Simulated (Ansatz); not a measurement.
The elements of this relaxed trial crystal are hidden behind letters.

```
lattice vectors (Å)
   0.0000    4.5430    4.5430
   4.5430    0.0000    4.5430
   4.5430    4.5430    0.0000
fractional positions
X 0.5000 0.0000 0.0000
X 0.0000 0.5000 0.5000
X 0.0000 0.5000 0.0000
X 0.5000 0.0000 0.5000
X 0.0000 0.0000 0.5000
X 0.5000 0.5000 0.0000
X 0.5000 0.5000 0.5000
Z 0.0000 0.0000 0.0000
```

Method: DFT PBE, scalar-relativistic, plane waves, PAW (Ansatz). Settings of the last relaxation (8-atom cell): 420 eV, 8×8×8 k points, Gaussian smearing of 0.10 eV, no spin polarisation.

| Item | Value |
| --- | --- |
| Space group | Fm-3m (No. 225) |
| Conventional cell | a = 9.086 Å |
| Volume per atom | 23.44 Å³ |
| Density | 1.82 g/cm³ |
| Formation energy | −0.11 eV/atom |
| Gap on the 8×8×8 mesh of the 8-atom cell | 0 eV (a metal) |

Energies are uncorrected and count from the elements' standard states at the same level.

Task: X is an s-block element of period 3 and Z is a p-block element of period 3. Which elements are they?

Result: X = Mg, Z = Cl, so the formula is Mg7Cl. Density times volume gives a mean mass of 1.82 × 23.44/1.6605 = 25.7 u per atom, and this set has 25.7 u. Among the elements that the hints allow, noble gases aside, only these give it. Mg on a site of symmetry mmm has 10 Mg at 3.21 Å and 2 Cl at 3.21 Å; Mg on a site of symmetry m-3m is surrounded by 12 Mg at 3.21 Å; around Cl lie 12 Mg at 3.21 Å.

A structure relaxed within its symmetry needn't be a true minimum.
